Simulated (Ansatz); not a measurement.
Method: Ansatz 0.2.0, DFT PBEsol, scalar-relativistic, plane waves, PAW.

Cutoff 420 eV; k points 12×12×4 on the computed 4-atom cell (Γ-centred); Gaussian smearing, width 0.10 eV; no spin polarisation.

```
CELL_PARAMETERS angstrom
3.70305 0.00000 0.00000
-1.85152 3.20693 0.00000
0.00000 0.00000 12.17023
ATOMIC_POSITIONS crystal
Na 0.00000 0.00000 0.00677
Na 0.33333 0.66667 0.25000
Na 0.00000 0.00000 0.49323
Na 0.66667 0.33333 0.75000
```

Question: Is this geometry at equilibrium? Which atom feels the largest force?

Answer: It isn't. Atom 3 (Na) feels (0.00, 0.00, 0.06) eV/Å, 0.062 eV/Å in size, and symmetry-related atoms feel the same size.

Question: Give all forces and the stress.

Answer:
```csv
atom,Fx,Fy,Fz
Na1,0.000,0.000,-0.062
Na2,0.000,0.000,0.000
Na3,0.000,0.000,0.062
Na4,0.000,0.000,0.000
```
Stress (GPa, compression positive):
```
 0.12  0.00  0.00
 0.00  0.12  0.00
 0.00  0.00 -0.07
```

This form isn't the element's structure at ambient conditions.